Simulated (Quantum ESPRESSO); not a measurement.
# Planted mistakes on one cell of AlSi2PC4

These are calculations, not measurements. They come from pw.x of Quantum ESPRESSO 7.5, a plane-wave density functional program, with PseudoDojo standard norm-conserving files (v0.5 for PBE, v0.4.1 for LDA and PBEsol). The cells are made up: elements, strain and atom displacements were drawn at random, and nothing was relaxed. There is no spin polarisation, spin-orbit coupling or dispersion term.

The cell has 8 sites of a wurtzite lattice (rectangular cell). Sites 1 to 4 hold Al Si P Si; sites 5 to 8 hold C C C C. Cell vectors in Å: (3.107, -0.021, 0.009); (-0.036, 5.339, -0.022); (0.014, -0.021, 5.075). Settings: PBE, cutoff 1116 eV, 6 x 4 x 4 k mesh shifted by half a step, Fermi-Dirac smearing of 0.025 eV.

The intended run has a self-consistency threshold of 1e-07 eV, a smearing term of 0.000 eV, a pressure of 3.25 GPa and 12 iterations. Each further run changes one thing: all lengths scaled by 0.9882; atoms of sites 2 and 6 exchanged; cutoff 628 eV; files of LDA; k mesh 2 x 2 x 2; one electron added; smearing 0.52 eV; threshold 0.06 eV. A coarse mesh keeps the shift, and a charged cell sits in a uniform background.

| run | change of free energy (eV) | smearing term -TS (eV) | change of P (GPa) | largest change of a force component (eV/Å) | iterations |
| --- | --- | --- | --- | --- | --- |
| A | -1.098 | 0.000 | -1.04 | 0.291 | 13 |
| B | -5.365 | 0.000 | -8.22 | 0.084 | 12 |
| C | 11.736 | -0.006 | 27.03 | 1.176 | 13 |
| D | -0.196 | -0.663 | 0.87 | 0.496 | 12 |
| E | 0.016 | 0.000 | 0.41 | 0.082 | 5 |
| F | 0.132 | 0.000 | 7.92 | 0.257 | 12 |
| G | 9.668 | 0.000 | 30.56 | 10.805 | 12 |
| H | 1.130 | 0.000 | -7.30 | 0.035 | 12 |

A rerun of the intended cell at 1347 eV and k mesh 8 x 6 x 6 moved values by no more than 0.003 eV in the cell's energy, 0.15 GPa in stress and 0.007 eV/Å in force.

Question: which change belongs to which run?

## Worked reading

Run E has the fewest iterations, as a run stopped early does. Run D has the largest smearing term, as wide smearing gives. Run F changes the volume by a factor of 0.9650; minus its pressure change over the logarithm of that factor, 222 GPa, is a rough bulk modulus with clamped atoms. Energies from files of another functional, or of a charged cell, have another zero and say nothing on stability; the pressure of a charged cell rests on the program's zero of potential too.

## Key

| run | change |
| --- | --- |
| A | k mesh 2 x 2 x 2 |
| B | files of LDA |
| C | one electron added |
| D | smearing 0.52 eV |
| E | threshold 0.06 eV |
| F | all lengths scaled by 0.9882 |
| G | atoms of sites 2 and 6 exchanged |
| H | cutoff 628 eV |